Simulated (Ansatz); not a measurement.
Input file for Ansatz (a first-principles code):

Ansatz 0.2 input:
```yaml
crystal:
  lattice:
    - [4.0583090431, 0.0, 0.0]
    - [0.0, 4.0583090431, 0.0]
    - [0.0, 0.0, 4.1017269633]
  atoms:
    - { symbol: Sr, position: [0.5, 0.5, 0.539010452] }
    - { symbol: Hf, position: [0.0, 0.0, 0.9995671186] }
    - { symbol: O, position: [0.5, 0.0, 0.9601790033] }
    - { symbol: O, position: [0.0, 0.5, 0.9601790033] }
    - { symbol: O, position: [0.0, 0.0, 0.4850744227] }
kpoints:
  mp_grid: { grid: [7, 7, 7] }
hamiltonian:
  xc: lda
  pseudopotentials: { kind: paw }
scf:
  occupations: { method: fixed }
phonons:
  method: dfpt
  response_accuracy: low
  eigenvectors: true
  rigid_motions: translations
  dielectric: true
  raman: true
```

Output (shortened):

```
zone centre: on kpoints.mp_grid the ground state, and the responses unless they are solved on pairs of k-points, stand on 172 of the mesh's 343 k-points, …
Pseudopotentials: kind: paw
Pseudopotential: Sr, paw, valence charge 10
Pseudopotential: Hf, paw, valence charge 26
Pseudopotential: O, paw, valence charge 6
Functional definition: SPW92
Crystal: 5 atoms, lattice volume = 67.555 Å³
Basis set: ecut = 420 eV, 1357 PW (Γ), exchange–correlation on 60×60×60 points (8 copies of the dense FFT grid, shifted against one another)
Bands: 33, of which v1, the nominal top of the filled ones, is band 27 counted from 1 (26 counted from 0)
Symmetry: 8 space group operations
k-points: 172 of 343 (irreducible under 1 space group operation, time reversal used)
PAW frozen core: Sr, regenerated for the run's functional, and the local potential with it
PAW frozen core: Hf, regenerated for the run's functional, and the local potential with it
PAW frozen core: O, regenerated for the run's functional, and the local potential with it
Initial wavefunctions: pseudopotential atomic-orbital guess
Eigensolver: davidson
Functional: x = slater, c = lda
all-band conjugate gradients solve this SCF's bands
SCF 1 converged in 10 iterations: F = -20596.531070 eV  dr2 = 4.78e-11
── the response to a field inside a basis, on 8×8×8 k-points: an SCF that follows is theirs, and a resumed run solves both again ──
Crystal: 5 atoms, lattice volume = 67.555 Å³
Bands: 28, of which v1, the nominal top of the filled ones, is band 27 counted from 1 (26 counted from 0)
k-points: 40 of 512 (time reversal used)
Initial density: handed on by an earlier stage of this run
Initial wavefunctions: pseudopotential atomic-orbital guess (no wavefunctions were taken with the density)
Eigensolver: Dense (40 Hₖ)
all-band conjugate gradients don't solve this SCF's bands (scf.eigensolver.kind)
SCF 1 converged in 7 iterations: F = -20596.520431 eV  dr2 = 2.89e-11
SCF converged after 10 iterations
Free energy (F): -20596.531070 eV
Harris-Foulkes:  -20596.531070 eV  (|F-HF|=1.46e-11)
Internal energy: -20596.531070 eV  (E = F + TS)
E sigma→0 (E₀):  -20596.531070 eV
Fermi energy:    10.906515 eV
--- Per-component energies (eV) ---
  E_band       = -112.044079
  E_kinetic    = 1195.319473
  E_local      = -8197.515449  (includes V_loc(G=0)·N_el)
  E_nonlocal   = -874.383910
  E_hartree    = 3609.165143
  E_xc         = -689.256884
  E_vxc        = -711.490619  (∫ρ·V_xc dr)
  E_paw        = -9726.253584  (= ΣΔE_a)
  E_vpaw       = 1257.688281  (= ΣTr[D̂ρ^β])
  E_aug_tail   = 0.007526  (compensation charges beyond the density's cutoff)
  E_ewald      = -5916.655528
  E_core_change = 3.042142  (= ΣΔE_core)
  E_smearing   =  0.000000  (= −TS)
  E_closure    = 0.000000  (closes the sum)
  Σ components = -20596.531070   (vs F -20596.531070, Δ=0.00e0)
--- Band table (eV; the first three rows and the last of 172) ---
  k-point 0: bands = ["-48.4085", "-21.8067", "-17.3353", "-17.3353", "-17.3217", "-5.8479", "-5.0973", "-5.0130", "-3.8178", "-3.8178", "-3.7008", "1.6862", "1.6862", "1.6932", "1.7336", "1.7336", "1.7380", "1.7426", "8.8656", "8.9503", "8.9503", "9.8197", …
  k-point 1: bands = ["-48.4084", "-21.8050", "-17.3517", "-17.3341", "-17.3341", "-5.8707", "-5.0922", "-4.8943", "-3.8139", "-3.8139", "-3.6108", "1.6867", "1.6867", "1.7083", "1.7360", "1.7360", "1.7375", "1.7424", "8.6108", "8.9000", "8.9000", "9.6857", …
  k-point 2: bands = ["-48.4081", "-21.8012", "-17.4177", "-17.3316", "-17.3316", "-5.9694", "-5.0807", "-4.5307", "-3.8050", "-3.8050", "-3.4325", "1.6876", "1.6876", "1.7363", "1.7418", "1.7418", "1.7419", "1.7531", "7.8231", "8.7831", "8.7831", "9.2135", …
  k-point 171: bands = ["-48.4074", "-21.7909", "-17.5016", "-17.3639", "-17.3443", "-5.7782", "-4.8206", "-4.5963", "-3.8416", "-3.4691", "-3.3313", "1.7022", "1.7190", "1.7354", "1.7416", "1.7468", "1.7480", "1.8084", "6.8980", "7.7807", "8.2483", "8.4763", …
  band table: 33 of 33 bands, residual norms ≤ 1.0e-3 eV
--- Phonons (Γ-DFPT): 9 representative perturbations + reference, on 172 of 343 k-points (Σ response iterations 27) ---
  k mesh reduced under 1 symmetry operation, with k and −k counted as one. Each operation leaves every solved perturbation unchanged …
  ASR residual: 2.909e-4 → 0.000e0 eV/Å²; symmetrization residual: 9.096e-5 eV/Å²
  ASR residual per site (eV/Å²): 8.38e-5 1.03e-4 2.91e-4 2.91e-4 1.75e-4
  Γ frequencies (cm⁻¹): 0.00 0.00 0.00 54.04 54.04 99.71 150.05 150.05 174.93 193.37 193.37 215.18 605.63 608.80 608.80
  ε∞ (high-frequency dielectric tensor):
        4.457070     0.000000     0.000000
        0.000000     4.457070     0.000000
        0.000000     0.000000     4.394939
  ε⁰ (static dielectric tensor: ions relaxed, cell fixed):
      127.982958     0.000000     0.000000
        0.000000   127.982958     0.000000
        0.000000     0.000000    38.396904
  ε⁰ − ε∞ (ionic part):
      123.525887     0.000000     0.000000
        0.000000   123.525887     0.000000
        0.000000     0.000000    34.001965
  softest optical mode at Γ: 54.04 cm⁻¹; the repairs (sum rule, projections) moved no ω² at Γ by more than (5.30 cm⁻¹)²
  Born effective charges Z* (e; rows j = field, columns β = displacement):
    site 0:
         2.58670    0.00000    0.00000
         0.00000    2.58670    0.00000
         0.00000    0.00000    2.49217
    site 1:
         5.69955    0.00000    0.00000
         0.00000    5.69955    0.00000
         0.00000    0.00000    5.59467
    site 2:
        -4.57404    0.00000    0.00000
         0.00000   -1.89699    0.00000
         0.00000    0.00000   -1.80074
    site 3:
        -1.89699    0.00000    0.00000
         0.00000   -4.57404    0.00000
         0.00000    0.00000   -1.80074
    site 4:
        -1.81521    0.00000    0.00000
         0.00000   -1.81521    0.00000
         0.00000    0.00000   -4.48536
  Z* charge neutrality: 2.980e-3 e pre-enforcement
  solved inside a basis spanned on kpoints, on 8×8×8 k-points: ε∞ is read to err by 1.2e-2, Z* by 2.9e-2 e (field_mesh: kpoints solves on kpoints) …
  Raman tensors (in the event stream and the table raman_tensors.tsv) …
  optical modes at Γ without the LO–TO term, one row a degenerate level:
      ω (cm⁻¹)  modes    IR ((D/Å)²/amu)  static Raman (Å⁴/amu)  depolarisation
         54.04      2            20.2423                 2.6578           0.750
         99.71      1             6.5336                 2.3058           0.023
        150.05      2             0.9477                 8.5965           0.750
        174.93      1             0.0000                 1.9194           0.750
        193.37      2            27.4686                 5.3468           0.750
        215.18      1            16.8301                 4.9158           0.133
        605.63      1            20.6806                26.7178           0.027
        608.80      2            43.4832                 8.1310           0.750
  optical modes at Γ + LO–TO along q̂ = [1.0000, 0.0000, 0.0000]:
      ω (cm⁻¹)  modes    IR ((D/Å)²/amu)  static Raman (Å⁴/amu)  depolarisation
         54.04      1            10.1212                 1.3289           0.750
         99.71      1             6.5336                 2.3058           0.023
        120.90      1             0.1842                 0.3078           0.750
        150.05      1             0.4739                 4.2982           0.750
        152.38      1             0.0189                 5.1309           0.750
        174.93      1             0.0000                 1.9194           0.750
        193.37      1            13.7343                 2.6734           0.750
        215.18      1            16.8301                 4.9158           0.133
        361.00      1             7.5739                 0.1908           0.750
        605.63      1            20.6806                26.7178           0.027
        608.80      1            21.7416                 4.0655           0.750
        769.20      1            38.2939                 2.7687           0.750
  optical modes at Γ + LO–TO along q̂ = [0.0000, 1.0000, 0.0000]:
      ω (cm⁻¹)  modes    IR ((D/Å)²/amu)  static Raman (Å⁴/amu)  depolarisation
         54.04      1            10.1212                 1.3289           0.750
         99.71      1             6.5336                 2.3058           0.023
        120.90      1             0.1842                 0.3078           0.750
        150.05      1             0.4739                 4.2982           0.750
        152.38      1             0.0189                 5.1309           0.750
        174.93      1             0.0000                 1.9194           0.750
        193.37      1            13.7343                 2.6734           0.750
        215.18      1            16.8301                 4.9158           0.133
        361.00      1             7.5739                 0.1908           0.750
        605.63      1            20.6806                26.7178           0.027
        608.80      1            21.7416                 4.0655           0.750
        769.20      1            38.2939                 2.7687           0.750
  optical modes at Γ + LO–TO along q̂ = [0.0000, 0.0000, 1.0000]:
      ω (cm⁻¹)  modes    IR ((D/Å)²/amu)  static Raman (Å⁴/amu)  depolarisation
         54.04      2            20.2423                 2.6578           0.750
        134.71      1             0.1636                 0.1225           0.145
        150.05      2             0.9477                 8.5965           0.750
        174.93      1             0.0000                 1.9194           0.750
        193.37      2            27.4686                 5.3468           0.750
        373.90      1             7.1399                 0.7229           0.718
        608.80      2            43.4832                 8.1310           0.750
        762.55      1            36.7408                26.8650           0.077
```

Cost: very roughly 11 core-minutes on shared cores.

Space group P4mm. The workflow started from a Materials Project entry (that database holds measured and hypothetical structures alike); the Crystallography Open Database copy checked does not list it. COD files the formula under space group No. 62, 63, 221, so this cell is another polymorph or a model. Whether it is the stable phase at ambient conditions was not checked. The cell was relaxed with LDA under the symmetry of its start. At this level the phase is dynamically unstable (imaginary phonons). The run is not spin-polarised. Spin–orbit coupling is left out wherever it is not named.

Potentials: the later of the program's two PAW sets.

Ansatz is a plane-wave DFT program.
